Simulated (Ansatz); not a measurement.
Input and steps of a relaxation of cell and atoms on Al2SbP3 placed in the structure of Li2GaCu3 (space group No. 166) (Ansatz, PBEsol). It starts from a supercell of the PBEsol minimum, slightly strained and with each coordinate displaced at random by about 0.06 Å.

```yaml
crystal:
  lattice:
    - [2.5025179955, 1.5098552815, 4.9182907585]
    - [-2.5444784898, 1.4821972564, 4.9479463635]
    - [-0.0449327995, -2.8544983814, 4.8924625363]
  atoms:
    - { symbol: Al, position: [0.5979899206, 0.5735180854, 0.5810169755] }
    - { symbol: Al, position: [0.4006727967, 0.4072225023, 0.4210541833] }
    - { symbol: Sb, position: [0.0139510313, 0.0081368345, -0.0161122397] }
    - { symbol: P, position: [-0.0086234928, 0.5086237875, -0.0142354548] }
    - { symbol: P, position: [0.4832965189, -0.0151391801, 0.0239718976] }
    - { symbol: P, position: [-0.0002952456, -0.0180056185, 0.4859134142] }
kpoints:
  mp_grid: { grid: [4, 4, 4] }
hamiltonian:
  xc: pbesol
scf:
  occupations: { method: fermi_dirac, width: 0.05 }
relax:
  f_tol: 0.01
  cell: {}
  max_steps: 120
```

Of the 62 recorded frames of the trajectory, 22 are shown, each with positions in Å and forces in eV/Å. The last, and any step after a large change of cell, is solved on a basis re-selected at its cell; pressure is positive in compression.

Step 1: energy 0.0 meV/atom from step 1, largest force component 0.816 eV/Å, pressure +2.91 GPa
```xyz
6
Lattice="2.5025 1.5099 4.9183 -2.5445 1.4822 4.9479 -0.0449 -2.8545 4.8925" Properties=species:S:1:pos:R:3:forces:R:3 pbc="T T T"
Al    0.0111    0.0944    8.6214    0.1037   -0.0490    0.7396
Al   -0.0524    0.0066    6.0455    0.1502    0.0362   -0.8160
Sb    0.0149    0.0791    0.0300   -0.0265    0.2127   -0.8011
P    -1.3151    0.7815    2.4046    0.1347   -0.0544    0.0744
P     1.2469    0.6388    2.4194    0.1752    0.3470    0.2956
P     0.0232   -1.4142    2.2868   -0.5373   -0.4924    0.5075
```

Step 2: energy -26.4 meV/atom from step 1, largest force component 0.451 eV/Å, pressure +0.72 GPa
```xyz
6
Lattice="2.5017 1.5182 4.9915 -2.5429 1.5399 5.0060 -0.0022 -2.8332 4.9322" Properties=species:S:1:pos:R:3:forces:R:3 pbc="T T T"
Al    0.0398    0.1250    8.7908    0.0373    0.0616   -0.0121
Al   -0.0228    0.0635    6.0638    0.0837    0.0746   -0.0220
Sb    0.0288    0.1345   -0.0746    0.0886    0.0586    0.0438
P    -1.3030    0.8030    2.4390    0.2011   -0.0928    0.0193
P     1.2478    0.6271    2.4909    0.0408    0.0545    0.0127
P     0.0024   -1.4382    2.3507   -0.4514   -0.1566   -0.0416
```

Step 3: energy -33.6 meV/atom from step 1, largest force component 0.418 eV/Å, pressure -0.09 GPa
```xyz
6
Lattice="2.5156 1.5180 4.9692 -2.5687 1.5347 4.9910 -0.0125 -2.8432 4.9183" Properties=species:S:1:pos:R:3:forces:R:3 pbc="T T T"
Al    0.0376    0.1254    8.7742    0.0372    0.0755   -0.0385
Al   -0.0333    0.0716    6.0302    0.0670    0.1073    0.0279
Sb    0.0681    0.1681   -0.0836    0.0956    0.0530    0.1007
P    -1.3077    0.7945    2.4339    0.1860    0.0087    0.0014
P     1.2504    0.6014    2.4947    0.0321   -0.1385    0.0330
P    -0.0544   -1.4689    2.3354   -0.4179   -0.1060   -0.1245
```

Step 4: energy -65.4 meV/atom from step 1, largest force component 0.559 eV/Å, pressure -1.54 GPa
```xyz
6
Lattice="2.5322 1.5147 4.9044 -2.6068 1.5234 4.9391 -0.0301 -2.8672 4.8719" Properties=species:S:1:pos:R:3:forces:R:3 pbc="T T T"
Al    0.0456    0.1360    8.7058    0.0174    0.1172   -0.0111
Al   -0.0461    0.1089    5.9388    0.0415    0.1292    0.0382
Sb    0.1643    0.2522   -0.0914    0.1057    0.0863    0.1443
P    -1.2840    0.8118    2.4130    0.2018    0.2894   -0.0445
P     1.2670    0.4796    2.5081    0.0833   -0.5588    0.0347
P    -0.2434   -1.5534    2.2694   -0.4497   -0.0633   -0.1616
```

Step 5: energy -98.5 meV/atom from step 1, largest force component 0.229 eV/Å, pressure -1.70 GPa
```xyz
6
Lattice="2.5587 1.4901 4.8243 -2.6143 1.4995 4.8485 -0.0201 -2.8958 4.8100" Properties=species:S:1:pos:R:3:forces:R:3 pbc="T T T"
Al    0.0908    0.1212    8.6042    0.1184    0.1014    0.1378
Al   -0.0405    0.1285    5.8140   -0.1041    0.1496   -0.1003
Sb    0.2539    0.3360   -0.0958    0.0467   -0.0243    0.1456
P    -1.2350    0.8435    2.3668    0.1310    0.2194   -0.1357
P     1.2997    0.3285    2.5116   -0.1713   -0.2286   -0.1065
P    -0.4221   -1.6365    2.1993   -0.0206   -0.2175    0.0589
```

Step 6 (rejected): energy -77.3 meV/atom from step 1, largest force component 1.489 eV/Å, pressure +4.02 GPa
```xyz
6
Lattice="2.5949 1.3577 4.7254 -2.4578 1.4199 4.6352 0.1217 -2.9718 4.7392" Properties=species:S:1:pos:R:3:forces:R:3 pbc="T T T"
Al    0.2988    0.0650    8.4240    0.1496   -0.1081    0.9701
Al    0.1023    0.0615    5.6533   -0.0982   -0.1159   -1.0003
Sb    0.2652    0.2771   -0.0567    0.2132   -0.1947   -0.3446
P    -1.0929    0.9280    2.1745   -0.1869    0.0678    0.1305
P     1.3591    0.0835    2.4811   -1.4886    1.0641    0.0542
P    -0.4929   -1.7201    2.1596    1.4107   -0.7133    0.1901
```

Step 7: energy -123.0 meV/atom from step 1, largest force component 0.625 eV/Å, pressure -0.20 GPa
```xyz
6
Lattice="2.5617 1.4161 4.7686 -2.5672 1.4815 4.7502 0.0531 -2.9133 4.7656" Properties=species:S:1:pos:R:3:forces:R:3 pbc="T T T"
Al    0.1994    0.1240    8.5358    0.1325    0.1248    0.2049
Al    0.0023    0.1318    5.7128   -0.0320    0.0957   -0.1286
Sb    0.2872    0.3077   -0.0920    0.1576   -0.0882    0.0642
P    -1.2027    0.8689    2.2625    0.2177    0.4461   -0.1298
P     1.2645    0.2245    2.5203   -0.6252   -0.0499   -0.0716
P    -0.4221   -1.6981    2.1683    0.1493   -0.5285    0.0610
```

Step 8: energy -154.7 meV/atom from step 1, largest force component 0.864 eV/Å, pressure +0.33 GPa
```xyz
6
Lattice="2.5695 1.3728 4.7363 -2.5430 1.4625 4.6942 0.0899 -2.9289 4.7446" Properties=species:S:1:pos:R:3:forces:R:3 pbc="T T T"
Al    0.2727    0.1411    8.5037    0.0651    0.1319    0.2377
Al    0.0340    0.1455    5.6570    0.1190    0.0229   -0.1177
Sb    0.3257    0.2706   -0.0874    0.2904   -0.1014   -0.0603
P    -1.1730    0.9165    2.1861    0.1976    0.5957   -0.1774
P     1.1949    0.1513    2.5290   -0.8639    0.0270    0.0847
P    -0.4242   -1.7815    2.1579    0.1918   -0.6760    0.0330
```

Step 9: energy -199.7 meV/atom from step 1, largest force component 0.790 eV/Å, pressure +0.78 GPa
```xyz
6
Lattice="2.5794 1.3174 4.6967 -2.5244 1.4462 4.6281 0.1378 -2.9447 4.7178" Properties=species:S:1:pos:R:3:forces:R:3 pbc="T T T"
Al    0.3576    0.1709    8.4663   -0.0162    0.0330    0.1447
Al    0.0769    0.1775    5.5930    0.3680   -0.0226    0.0416
Sb    0.3929    0.2178   -0.0879    0.4011   -0.0364   -0.1755
P    -1.1447    0.9900    2.0778    0.0071    0.4550   -0.2938
P     1.0921    0.0522    2.5540   -0.7900    0.0445    0.1915
P    -0.4315   -1.8947    2.1480    0.0300   -0.4736    0.0915
```

Step 10: energy -248.6 meV/atom from step 1, largest force component 0.584 eV/Å, pressure +0.54 GPa
```xyz
6
Lattice="2.6036 1.2992 4.6582 -2.5384 1.4585 4.5747 0.1688 -2.9412 4.6729" Properties=species:S:1:pos:R:3:forces:R:3 pbc="T T T"
Al    0.3951    0.2281    8.4292    0.0562   -0.0214   -0.0196
Al    0.1385    0.2608    5.5486    0.5838   -0.1412    0.2791
Sb    0.5503    0.1758   -0.1062    0.0650   -0.0271   -0.1351
P    -1.1513    1.0881    1.9288   -0.0451    0.1022   -0.4553
P     0.9396   -0.0242    2.5959   -0.2634    0.0044    0.1437
P    -0.4677   -2.0187    2.1529   -0.3967    0.0833    0.1873
```

Step 11: energy -275.7 meV/atom from step 1, largest force component 0.402 eV/Å, pressure +0.04 GPa
```xyz
6
Lattice="2.6509 1.3283 4.6028 -2.5217 1.4551 4.4957 0.1728 -2.9829 4.6112" Properties=species:S:1:pos:R:3:forces:R:3 pbc="T T T"
Al    0.4183    0.2409    8.3938    0.0559   -0.0883    0.0864
Al    0.2440    0.2882    5.5187    0.4024   -0.1230    0.1852
Sb    0.6617    0.1075   -0.1487   -0.1510    0.1285   -0.0476
P    -1.1645    1.1500    1.7141    0.0918   -0.1133   -0.3416
P     0.8658   -0.0308    2.5923    0.0001   -0.0193   -0.0411
P    -0.5199   -2.0694    2.1894   -0.3992    0.2153    0.1587
```

Step 52: energy -511.5 meV/atom from step 1, largest force component 0.052 eV/Å, pressure +0.70 GPa
```xyz
6
Lattice="3.1632 0.9198 4.0559 -2.0177 1.1309 3.4006 0.7649 -5.2581 4.6968" Properties=species:S:1:pos:R:3:forces:R:3 pbc="T T T"
Al    1.0658   -1.8638    7.8450    0.0042    0.0154   -0.0045
Al    1.1319   -0.0991    4.8062   -0.0290   -0.0042   -0.0131
Sb    0.9321   -0.0433   -0.3043    0.0116    0.0515   -0.0041
P    -1.1946    1.1739    0.5167   -0.0269   -0.0229   -0.0147
P     1.4117   -1.6288    2.9946    0.0422   -0.0202    0.0300
P    -0.4649   -2.3058    2.1113   -0.0021   -0.0197    0.0064
```

Step 53: energy -520.2 meV/atom from step 1, largest force component 0.044 eV/Å, pressure +0.44 GPa
```xyz
6
Lattice="3.1687 0.9309 4.0295 -1.9957 1.1168 3.3676 0.7584 -5.4417 4.7238" Properties=species:S:1:pos:R:3:forces:R:3 pbc="T T T"
Al    1.0844   -1.9606    7.8183    0.0177   -0.0162    0.0135
Al    1.1448   -0.1559    4.7876   -0.0437    0.0349   -0.0360
Sb    0.9606    0.0402   -0.3053    0.0346   -0.0004    0.0249
P    -1.2454    1.1290    0.4877   -0.0371   -0.0188   -0.0256
P     1.4242   -1.7246    3.0133    0.0049    0.0360   -0.0065
P    -0.4556   -2.3709    2.1204    0.0236   -0.0354    0.0298
```

Step 54: energy -524.5 meV/atom from step 1, largest force component 0.107 eV/Å, pressure +0.20 GPa
```xyz
6
Lattice="3.1929 0.9594 3.9885 -1.9565 1.0961 3.3089 0.7489 -5.6309 4.7291" Properties=species:S:1:pos:R:3:forces:R:3 pbc="T T T"
Al    1.1120   -2.0697    7.7510    0.0603    0.0145    0.0231
Al    1.1721   -0.1849    4.7375   -0.0651   -0.0465   -0.0187
Sb    1.0092    0.1064   -0.2863   -0.1073    0.0699   -0.0823
P    -1.2805    1.0801    0.4523    0.0964    0.0196    0.0497
P     1.4294   -1.8065    3.0126    0.0195    0.0409   -0.0066
P    -0.4500   -2.4363    2.1157   -0.0038   -0.0984    0.0349
```

Step 55 (rejected): energy -523.9 meV/atom from step 1, largest force component 0.176 eV/Å, pressure -0.34 GPa
```xyz
6
Lattice="3.2404 1.0346 3.9806 -1.9526 1.0925 3.2981 0.7067 -5.6350 4.6999" Properties=species:S:1:pos:R:3:forces:R:3 pbc="T T T"
Al    1.1613   -2.0321    7.7441    0.0477    0.0838    0.0069
Al    1.1481   -0.1512    4.7005    0.0118   -0.1003    0.0333
Sb    1.0308    0.1890   -0.2969   -0.0517   -0.1759    0.0277
P    -1.2885    1.0300    0.4595    0.0213    0.1148   -0.0242
P     1.4210   -1.7932    2.9976    0.0056    0.0360   -0.0028
P    -0.4666   -2.4530    2.1072   -0.0347    0.0415   -0.0411
```

Step 56: energy -524.7 meV/atom from step 1, largest force component 0.127 eV/Å, pressure +0.21 GPa
```xyz
6
Lattice="3.2086 0.9939 3.9732 -1.9515 1.0912 3.2947 0.7254 -5.6370 4.7076" Properties=species:S:1:pos:R:3:forces:R:3 pbc="T T T"
Al    1.1436   -2.0665    7.7372   -0.0499    0.0039   -0.0224
Al    1.1522   -0.1653    4.7028    0.0559    0.0004    0.0268
Sb    0.9953    0.1310   -0.2955    0.1268    0.0621    0.0499
P    -1.2713    1.0754    0.4549   -0.1028   -0.0967   -0.0286
P     1.4270   -1.7958    2.9991   -0.0593   -0.0631   -0.0056
P    -0.4585   -2.4548    2.1092    0.0293    0.0934   -0.0200
```

Step 57: energy -524.8 meV/atom from step 1, largest force component 0.092 eV/Å, pressure -0.20 GPa
```xyz
6
Lattice="3.2344 0.9814 4.0003 -1.9451 1.0967 3.2999 0.7567 -5.6401 4.7265" Properties=species:S:1:pos:R:3:forces:R:3 pbc="T T T"
Al    1.1921   -2.0554    7.7717   -0.0092   -0.0916    0.0126
Al    1.1711   -0.1890    4.7291    0.0012    0.0542   -0.0102
Sb    1.0140    0.1465   -0.2959   -0.0230   -0.0147   -0.0060
P    -1.2888    1.0553    0.4500    0.0316    0.0576    0.0017
P     1.4381   -1.8205    3.0228    0.0377    0.0704   -0.0092
P    -0.4442   -2.4278    2.1058   -0.0384   -0.0759    0.0112
```

Step 58: energy -525.4 meV/atom from step 1, largest force component 0.011 eV/Å, pressure +0.02 GPa
```xyz
6
Lattice="3.2135 0.9873 3.9834 -1.9527 1.0949 3.2999 0.7361 -5.6422 4.7177" Properties=species:S:1:pos:R:3:forces:R:3 pbc="T T T"
Al    1.1491   -2.0636    7.7497   -0.0057   -0.0016   -0.0030
Al    1.1615   -0.1772    4.7205   -0.0066   -0.0005   -0.0041
Sb    1.0089    0.1405   -0.2946    0.0013   -0.0030    0.0030
P    -1.2823    1.0642    0.4526   -0.0021    0.0025   -0.0015
P     1.4266   -1.8044    3.0079    0.0109    0.0037    0.0051
P    -0.4545   -2.4475    2.1093    0.0023   -0.0010    0.0005
```

Step 59: energy -525.4 meV/atom from step 1, largest force component 0.001 eV/Å, pressure 0.00 GPa
```xyz
6
Lattice="3.2136 0.9879 3.9833 -1.9527 1.0948 3.2999 0.7355 -5.6429 4.7177" Properties=species:S:1:pos:R:3:forces:R:3 pbc="T T T"
Al    1.1479   -2.0637    7.7486    0.0001   -0.0004    0.0000
Al    1.1614   -0.1767    4.7200   -0.0008   -0.0006   -0.0002
Sb    1.0087    0.1404   -0.2941    0.0004   -0.0004    0.0005
P    -1.2829    1.0642    0.4527    0.0002    0.0011   -0.0002
P     1.4277   -1.8043    3.0083   -0.0011    0.0000   -0.0006
P    -0.4538   -2.4481    2.1096    0.0011    0.0002    0.0006
```

Step 60: energy -526.7 meV/atom from step 1, largest force component 0.003 eV/Å, pressure +0.09 GPa
```xyz
6
Lattice="3.2136 0.9879 3.9833 -1.9527 1.0948 3.2999 0.7355 -5.6429 4.7177" Properties=species:S:1:pos:R:3:forces:R:3 pbc="T T T"
Al    1.1479   -2.0637    7.7486    0.0002   -0.0009    0.0002
Al    1.1614   -0.1767    4.7200    0.0005    0.0029   -0.0006
Sb    1.0087    0.1404   -0.2941    0.0003    0.0000    0.0003
P    -1.2829    1.0642    0.4527   -0.0010   -0.0021    0.0002
P     1.4277   -1.8043    3.0083   -0.0007    0.0000   -0.0004
P    -0.4538   -2.4481    2.1096    0.0006    0.0001    0.0004
```

Step 61: energy -526.7 meV/atom from step 1, largest force component 0.009 eV/Å, pressure +0.01 GPa
```xyz
6
Lattice="3.2155 0.9930 3.9785 -1.9494 1.0929 3.2946 0.7322 -5.6656 4.7186" Properties=species:S:1:pos:R:3:forces:R:3 pbc="T T T"
Al    1.1515   -2.0760    7.7436   -0.0051    0.0023   -0.0037
Al    1.1605   -0.1790    4.7136   -0.0001   -0.0032    0.0010
Sb    1.0132    0.1490   -0.2929   -0.0087    0.0052   -0.0068
P    -1.2852    1.0590    0.4506    0.0073   -0.0019    0.0049
P     1.4270   -1.8133    3.0081   -0.0028   -0.0001   -0.0015
P    -0.4553   -2.4569    2.1086    0.0093   -0.0024    0.0062
```

Step 62: energy -526.7 meV/atom from step 1, largest force component 0.009 eV/Å, pressure +0.01 GPa
```xyz
6
Lattice="3.2155 0.9930 3.9785 -1.9494 1.0929 3.2946 0.7322 -5.6656 4.7186" Properties=species:S:1:pos:R:3:forces:R:3 pbc="T T T"
Al    1.1515   -2.0760    7.7436   -0.0051    0.0024   -0.0038
Al    1.1605   -0.1790    4.7136    0.0000   -0.0032    0.0010
Sb    1.0132    0.1490   -0.2929   -0.0087    0.0052   -0.0068
P    -1.2852    1.0590    0.4506    0.0072   -0.0020    0.0049
P     1.4270   -1.8133    3.0081   -0.0027    0.0000   -0.0015
P    -0.4553   -2.4569    2.1086    0.0093   -0.0024    0.0062
```

In 58 steps the volume changed by +19.3 %; between the first SCF and the last, each on a basis chosen for its cell, the energy fell by 527 meV an atom. Final cell: space group Cm (No. 8), monoclinic; conventional cell a = 9.631 Å, b = 3.981 Å, c = 7.145 Å, β = 109.8°, 21.48 Å³ an atom. Around Al lie 4 P at 2.39–2.59 Å and 1 Sb at 2.71 Å; around Al lie 4 P at 2.38–2.47 Å and 1 Sb at 3.06 Å; around Sb lie 2 P at 2.58 Å and 2 Al at 2.71–3.06 Å; around P lie 2 Al at 2.38–2.57 Å and 2 Sb at 2.58 Å; around P lie 1 P at 2.18 Å and 3 Al at 2.38–2.59 Å; around P lie 1 P at 2.18 Å and 3 Al at 2.39–2.47 Å.

Command: `ansatz run input.yaml --threads 2 --pin off --max-ram 2211MiB --backend cpu --events-out ev --progress --plain --runs-dir out`. It took 5 min on 2 threads of Arm Neoverse V1, on a shared host, load about 0.5 per core; peak host memory 0.4 GiB.

These are computed values for a spin-unpolarised cell that may be hypothetical; none is a measurement.
